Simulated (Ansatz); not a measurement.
# Phonons of EuMg2Bi2

Level of theory: DFT, PBEsol, scalar-relativistic, collinear spin; plane waves to 420 eV with PAW datasets (Ansatz 0.2.0), Gaussian smearing of 0.15 eV; PAW files: Ansatz's generated set soft_2.

```
Eu Mg Bi
1.0
     4.77252    0.00000    0.00000
    -2.38626    4.13313    0.00000
     0.00000    0.00000    7.66787
Eu Mg Bi
1 2 2
Cartesian
  0.0000 0.0000 0.0000
  2.3863 1.3777 4.8331
  0.0000 2.7554 2.8348
  2.3863 1.3777 1.8596
  0.0000 2.7554 5.8083
```

The chain of runs began from a measured cell (COD), expanded in volume.

Moments typed, the run going on from the state of an earlier one (μB, in the order of the atoms): 7.55, 0.0, 0.0, 0.0, 0.0.

The spin moment ends at 7.00 μB for each cell as shown.

Force constants come from finite displacements in a 2×2×1 supercell (the unit cell's 8×8×6 k-mesh, folded to it); the long-range dipole term is not included. Points in reciprocal vectors of this cell: Γ = (0.000, 0.000, 0.000), M = (0.500, 0.000, 0.000), K = (0.333, 0.333, 0.000), A = (0.000, 0.000, 0.500), L = (0.500, 0.000, 0.500), H = (0.333, 0.333, 0.500).

The supercell isn't repeated along every axis, so wave vectors with a part along such an axis can't be had from it and are left out, and thermodynamic sums miss that dispersion.

Frequencies at the named points (cm⁻¹, imaginary ones negative):
```
point                                            ω (cm⁻¹)
    Γ     0 0 0 58 58 82 82 84 92 197 197 200 209 214 214
    M  47 47 49 60 60 82 84 91 98 176 183 188 212 227 239
    K  46 46 48 73 78 83 83 89 89 173 173 202 222 228 228
```

**Question.** Is the structure dynamically stable along this path, and where does the spectrum end?

**Answer.** Yes: no branch is imaginary beyond numerical noise. The highest frequency is 239 cm⁻¹, at M. Points that don't fit the supercell are interpolated.

**Question.** What does the harmonic approximation give for the vibrational free energy, entropy and heat capacity?

**Answer.** Zero-point energy 22.7 meV/atom.
```
T (K)  F_vib (meV/atom)  S (J/K per mole of atoms)  C_V (J/K per mole of atoms)
  100              13.9                       19.1                         18.9
  200             -14.2                       33.8                         23.0
  300             -54.5                       43.4                         24.0
  400            -103.3                       50.4                         24.4
  500            -158.4                       55.8                         24.6
  600            -218.7                       60.3                         24.7
  700            -283.2                       64.2                         24.8
  800            -351.5                       67.5                         24.8
  900            -423.0                       70.4                         24.8
 1000            -497.3                       73.0                         24.9
```

The highest mode, 239 cm⁻¹, is worth 340 K. At 300 K the heat capacity has reached 96 % of the classical limit 3R = 24.9 J/K per mole of atoms: a mode at k_BT already holds 92 % of its classical share, and one at 1.5 k_BT 83 %.

The crystal is a metal or nearly so; low and unstable modes depend on mesh and smearing.

Run time: 23 min on 4 threads of Arm Neoverse V2, with other jobs on the host, peak memory 6.1 GiB.

Without a U the 4f levels of Eu lie too near the Fermi level, so their share of the states there, and what hangs on it, is overstated. These numbers lack spin–orbit coupling. Site moments are of spin, integrated over atomic spheres. Only parallel moments were tried, so the real magnetic order may be another.
